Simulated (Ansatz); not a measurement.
AlP (zinc blende)

```
AlP
1.0
    0.00000     2.73516     2.73516
    2.73516     0.00000     2.73516
    2.73516     2.73516     0.00000
P Al
1 1
Direct
  0.25000   0.25000   0.25000
  0.00000   0.00000   0.00000
```

The relaxed cell is deformed in two ways at once: its volume V is scaled, and at that volume it is stretched along z (the c axis of the conventional cell) so that c/a changes. Fractional atomic positions are held.

The numbers are results of PBEsol (plane waves to 420 eV, PAW, scalar-relativistic; Ansatz, a program for electronic structure), not measurements. k mesh 10×10×10 (Γ-centred), Fermi-Dirac smearing 0.05 eV. E stands for the smeared free energy. AlP was relaxed with its symmetry unable to fall. The PAW data are Ansatz's earlier set.

Changes of ΔE (kJ/mol of atoms) from the point V/V₀ = 1.000, (c/a)/(c/a)₀ = 1.000 when one coordinate moves alone (two changes are said to add if the coupling is within 5 % of the smaller one, nearly so within 20 %):

```
point                               change
----------------------------------  ------
V/V₀ = 1.000, (c/a)/(c/a)₀ = 0.960   0.397
V/V₀ = 1.000, (c/a)/(c/a)₀ = 0.973   0.178
V/V₀ = 1.000, (c/a)/(c/a)₀ = 0.987   0.045
V/V₀ = 0.920, (c/a)/(c/a)₀ = 1.000   3.942
V/V₀ = 0.947, (c/a)/(c/a)₀ = 1.000   1.669
V/V₀ = 0.973, (c/a)/(c/a)₀ = 1.000   0.397
V/V₀ = 1.027, (c/a)/(c/a)₀ = 1.000   0.365
V/V₀ = 1.053, (c/a)/(c/a)₀ = 1.000   1.395
V/V₀ = 1.080, (c/a)/(c/a)₀ = 1.000   3.005
V/V₀ = 1.000, (c/a)/(c/a)₀ = 1.013   0.045
V/V₀ = 1.000, (c/a)/(c/a)₀ = 1.027   0.183
V/V₀ = 1.000, (c/a)/(c/a)₀ = 1.040   0.413
```

### Question
Do the two effects add at V/V₀ = 0.973, (c/a)/(c/a)₀ = 1.027? Give the computed change.

### Answer
The sum of the single changes is 0.397 + (0.183) = 0.580; the calculation gives 0.571, so they add (within 5 % of the smaller single change).

### Question
Do the two effects add at V/V₀ = 1.080, (c/a)/(c/a)₀ = 1.040? Give the computed change.

### Answer
The sum of the single changes is 3.005 + (0.413) = 3.418; the calculation gives 3.465, so the coupling contributes 0.047 (under 20 % of the smaller single change, nearly additive).

(A scan under strain: stresses follow from slopes of the energy per volume, elastic moduli from its curvatures.)
